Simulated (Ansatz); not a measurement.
Clean, relaxed (001) slab of Al (P6_3/mmc (No. 194)), 10 planes, outer planes Al (top) and Al (bottom):

```
CELL_PARAMETERS angstrom
2.83628 0.00000 0.00000
-1.41814 2.45629 0.00000
0.00000 0.00000 37.97484
ATOMIC_POSITIONS crystal
Al 0.33333 0.66667 0.22383
Al 0.00000 0.00000 0.28520
Al 0.66667 0.33333 0.34657
Al 0.00000 0.00000 0.40794
Al 0.33333 0.66667 0.46931
Al 0.00000 0.00000 0.53004
Al 0.66667 0.33333 0.59107
Al 0.00000 0.00000 0.65243
Al 0.33333 0.66667 0.71331
Al 0.00000 0.00000 0.77547
```

These are results of DFT PBEsol, scalar-relativistic, plane waves, PAW (Ansatz), not measurements. Cutoff 420 eV; k points 12×12×1 on the computed 10-atom cell (Γ-centred); Gaussian smearing, width 0.10 eV; no spin polarisation. A dipole correction removes the field between periodic images along c.

Each adsorbate, one a 1×1 cell of 7.0 Å², is relaxed from two or three sites of the top face, and its lowest end is kept. E_ads counts from the clean slab and the free, spin-polarised adsorbate; heights from the highest slab atom; Δp along +c.

Task: Order the adsorbates from strongest to weakest binding.
A. C
B. CH
C. O

Result: C (-8.22 eV), B (-5.33 eV), A (-4.81 eV).

```json
{"adsorbate": "O", "lowest E_ads (eV)": "-8.22", "bonded neighbours": "3", "height (Å)": "0.73", "Δp (e·Å)": "-0.037"}
{"adsorbate": "CH", "lowest E_ads (eV)": "-5.33", "bonded neighbours": "3", "height (Å)": "1.08", "Δp (e·Å)": "+0.018"}
{"adsorbate": "C", "lowest E_ads (eV)": "-4.81", "bonded neighbours": "3", "height (Å)": "1.03", "Δp (e·Å)": "-0.106"}
```

Spin polarisation was left out, and a magnetic state may lie lower.

The reference crystal is a form of Al, which isn't its usual structure.